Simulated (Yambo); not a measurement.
G0W0@LDA for MgWPb2O6 (space group Fm-3m, No. 225) in Yambo. Reference settings: 2×2×2 Γ-centred k mesh, bands 3 to 211 and a 7 Ry block in the screening, 211 bands in G with the Bruneval-Gonze terminator, plasmon pole fitted at 27.2 eV. The LDA gap X → Γ on this mesh is 2.39 eV; G0W0 gaps are taken between the same points.

Gap (X → Γ) in eV against the number of bands and the screening block, terminator on:

| bands (W and G) | 2 Ry | 3 Ry | 4 Ry | 6 Ry | 7 Ry |
|---|---|---|---|---|---|
| 69 | 4.110 | 4.017 | 3.932 | 3.888 | 3.882 |
| 94 | 3.995 | 3.912 | 3.840 | 3.823 | 3.821 |
| 127 | 3.922 | 3.840 | 3.771 | 3.770 | 3.774 |
| 169 | 3.888 | 3.799 | 3.728 | 3.731 | 3.738 |
| 211 | 3.872 | 3.781 | 3.709 | 3.707 | 3.715 |

Rough cost of the Yambo step against the reference (shared machines):

```json
[
 {"bands (W and G)": "69", "2 Ry": "1/5", "3 Ry": "1/4", "4 Ry": "1/4", "6 Ry": "1/4", "7 Ry": "1/3"},
 {"bands (W and G)": "94", "2 Ry": "1/3", "3 Ry": "1/3", "4 Ry": "1/3", "6 Ry": "1/3", "7 Ry": "1/2"},
 {"bands (W and G)": "127", "2 Ry": "1/2", "3 Ry": "1/2", "4 Ry": "1/2", "6 Ry": "~1", "7 Ry": "~1"},
 {"bands (W and G)": "169", "2 Ry": "~1", "3 Ry": "~1", "4 Ry": "~1", "6 Ry": "~1", "7 Ry": "~1"},
 {"bands (W and G)": "211", "2 Ry": "~1", "3 Ry": "~1", "4 Ry": "~1", "6 Ry": "~1", "7 Ry": "1"}
]
```

At the largest block the last step in bands moves the gap by -0.023 eV; at the most bands the last step in the block moves it by 0.008 eV.

In the run with 211 bands and a 7 Ry block, which covers more k points, the smallest G0W0 gap is 3.29 eV, Γ → X.

Spin-orbit coupling is left out; with 6p states at a band edge it can lower the gap by many tenths of an eV, most of a small gap.

The standard potential for Pb keeps a d shell in the valence without the s and p states of that shell. In tests on such compounds this moved G0W0 gaps by up to about 0.9 eV, so absolute quasiparticle energies here are unreliable; differences between settings are what counts.

Geometry of the Materials Project entry, not relaxed at this level; primitive cell a = b = c = 5.7171 Å, α = β = γ = 60.00°.

The structure is a Materials Project entry; no match was found in the copy of COD used, and its stability was not checked.
